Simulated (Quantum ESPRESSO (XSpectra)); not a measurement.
# Si K-edge X-ray absorption spectrum (XANES) of SiO₂ (P3₂21)

```
CELL_PARAMETERS angstrom
      4.91656     0.00000     0.00000
     -2.45828     4.25787     0.00000
      0.00000     0.00000     5.43163
ATOMIC_POSITIONS crystal
  Si 0.00000 0.46880 0.33333
  Si 0.53120 0.53120 0.00000
  Si 0.46880 0.00000 0.66667
  O  0.14454 0.73144 0.54782
  O  0.26856 0.41310 0.21449
  O  0.58690 0.85546 0.88115
  O  0.73144 0.14454 0.45218
  O  0.41310 0.26856 0.78551
  O  0.85546 0.58690 0.11885
```

Geometry: Materials Project entry mp-6930 (a computed structure). The cell is the entry's, not relaxed again.

Absorber: atom 1, Si on Wyckoff site a (site symmetry .2.), with 2 O at 1.61 Å, 2 O at 1.62 Å.

Model: LDA, full core hole, dipole K-edge X-ray absorption, plane waves, Troullier-Martins potentials made with ld1.x, scalar-relativistic, no spin, constant broadening; program: Quantum ESPRESSO (XSpectra).

27-atom cell (absorber images 7.3 Å apart), 70 Ry, k meshes 2×2×2 (SCF) and 3×3×3 (spectrum), Lorentzian half width 0.7 eV. The ground-state test found a gap, so occupations are fixed and the excited electron is left out (charged cell on a uniform background); energies count from the highest occupied level. Field directions run: x; y; z, weighted by the site's symmetry in the crystal. Intensities are scaled to a mean of 1 over 0–35 eV.

```
E (eV) | intensity (scaled)
     -5.0 |  0.03
     -4.5 |  0.03
     -4.0 |  0.03
     -3.5 |  0.04
     -3.0 |  0.04
     -2.5 |  0.04
     -2.0 |  0.05
     -1.5 |  0.05
     -1.0 |  0.06
     -0.5 |  0.07
      0.0 |  0.08
      0.5 |  0.09
      1.0 | # 0.10
      1.5 | # 0.11
      2.0 | # 0.14
      2.5 | # 0.16
      3.0 | # 0.20
      3.5 | ## 0.26
      4.0 | ## 0.34
      4.5 | ### 0.48
      5.0 | #### 0.72
      5.5 | ####### 1.19
      6.0 | ############# 2.21
      6.5 | ######################### 4.22
      7.0 | ############################## 5.16
      7.5 | #################### 3.40
      8.0 | ########### 1.96
      8.5 | ####### 1.29
      9.0 | ###### 1.02
      9.5 | ##### 0.93
     10.0 | ##### 0.91
     10.5 | ##### 0.93
     11.0 | ##### 0.93
     11.5 | ##### 0.89
     12.0 | ##### 0.87
     12.5 | ##### 0.92
     13.0 | ###### 1.03
     13.5 | ####### 1.19
     14.0 | ####### 1.28
     14.5 | ####### 1.21
     15.0 | ###### 1.07
     15.5 | ###### 1.00
     16.0 | ###### 1.03
     16.5 | ###### 1.05
     17.0 | ###### 1.02
     17.5 | ###### 1.00
     18.0 | ###### 0.99
     18.5 | ###### 0.98
     19.0 | ###### 0.97
     19.5 | ###### 0.98
     20.0 | ###### 1.00
     20.5 | ###### 1.03
     21.0 | ###### 1.07
     21.5 | ###### 1.12
     22.0 | ####### 1.16
     22.5 | ####### 1.19
     23.0 | ####### 1.21
     23.5 | ####### 1.22
     24.0 | ####### 1.19
     24.5 | ####### 1.17
     25.0 | ###### 1.11
     25.5 | ###### 1.06
     26.0 | ###### 1.00
     26.5 | ##### 0.93
     27.0 | ##### 0.86
     27.5 | ##### 0.80
     28.0 | #### 0.75
     28.5 | #### 0.71
     29.0 | #### 0.69
     29.5 | #### 0.68
     30.0 | #### 0.67
     30.5 | #### 0.63
     31.0 | ### 0.59
     31.5 | ### 0.56
     32.0 | ### 0.54
     32.5 | ### 0.51
     33.0 | ### 0.50
     33.5 | ### 0.49
     34.0 | ### 0.47
     34.5 | ### 0.45
```

The absolute edge energy is not computed.
